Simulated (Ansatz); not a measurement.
SrZrO$_{3}$:
```cif
data_O12Sr4Zr4
_chemical_formula_sum 'Sr4 Zr4 O12'
_space_group_name_H-M_alt 'Imma'
_space_group_IT_number 74
_space_group_name_Hall '-I 2b 2'
_cell_length_a 5.79548
_cell_length_b 8.13498
_cell_length_c 5.81363
_cell_angle_alpha 90.000
_cell_angle_beta 90.000
_cell_angle_gamma 90.000
loop_
_space_group_symop_operation_xyz
  'x, y, z'
  '-x, -y, -z'
  '-x, -y+1/2, z'
  'x, y+1/2, -z'
  'x, -y, -z'
  '-x, y, z'
  '-x, y+1/2, -z'
  'x, -y+1/2, z'
  'x+1/2, y+1/2, z+1/2'
  '-x+1/2, -y+1/2, -z+1/2'
  '-x+1/2, -y, z+1/2'
  'x+1/2, y, -z+1/2'
  'x+1/2, -y+1/2, -z+1/2'
  '-x+1/2, y+1/2, z+1/2'
  '-x+1/2, y, -z+1/2'
  'x+1/2, -y, z+1/2'
loop_
_atom_site_label
_atom_site_type_symbol
_atom_site_symmetry_multiplicity
_atom_site_Wyckoff_symbol
_atom_site_fract_x
_atom_site_fract_y
_atom_site_fract_z
_atom_site_occupancy
Sr1 Sr 4 e 0.00000 0.25000 0.51187 1
Zr1 Zr 4 a 0.00000 0.00000 0.00000 1
O1 O 4 e 0.00000 0.25000 0.08535 1
O2 O 8 g 0.25000 0.54722 0.25000 1
```
(The calculation used a cell of 10 atoms; values per cell refer to that cell.)

Relaxed with PBEsol. PBEsol (plane waves, PAW; program Ansatz) gives a gap of 3.59 eV.

What gap does HSE06 give on the same cell (Ansatz, PAW)?

5.19 eV, 1.60 eV more. The hybrid was solved on a coarser mesh and at special points; the gap given is the minimum over both.

```
k   v1 PBEsol  c1 PBEsol  v1 HSE06  c1 HSE06
--  ---------  ---------  --------  --------
Γ       -0.08       3.59     -0.15      5.19
X        0.00       3.90      0.00      5.53
S       -0.21       5.24     -0.25      6.92
R       -0.05       4.10         ?         ?
T       -0.38       5.34         ?         ?
W       -0.28       4.90         ?         ?
Σ0      -0.17       4.45     -0.18      6.09
Λ0      -0.14       4.39         ?         ?
```

Top valence (v1) and lowest conduction level (c1) in eV from each method's valence maximum (which need not be a listed point): supply the withheld HSE06 values.


- T, v1 HSE06: -0.42
- T, c1 HSE06: 7.03
- R, v1 HSE06: -0.07
- R, c1 HSE06: 5.73
- W, v1 HSE06: -0.32
- W, c1 HSE06: 6.55
- Λ0, v1 HSE06: -0.16
- Λ0, c1 HSE06: 6.03

Cost on shared cores: the PBEsol run (SCF on a 7×7×7 mesh, then bands and DOS) around 120 core-seconds (rough), the HSE06 run (SCF on 4×4×4, then a few points) around 5 core-minutes (rough); the tasks are unlike.

The workflow started from a Materials Project entry (that database holds measured and hypothetical structures alike); the Crystallography Open Database copy checked does not list it. COD files the formula under space group No. 62, 63, 221. Its standing as an ambient phase is unchecked. The PBEsol relaxation kept the symmetry of its start; its stability against distortions is not shown here. The run is not spin-polarised. Scalar-relativistic: spin–orbit coupling is off unless named, which matters more the heavier the elements.

Potentials: the later of the program's two PAW sets.
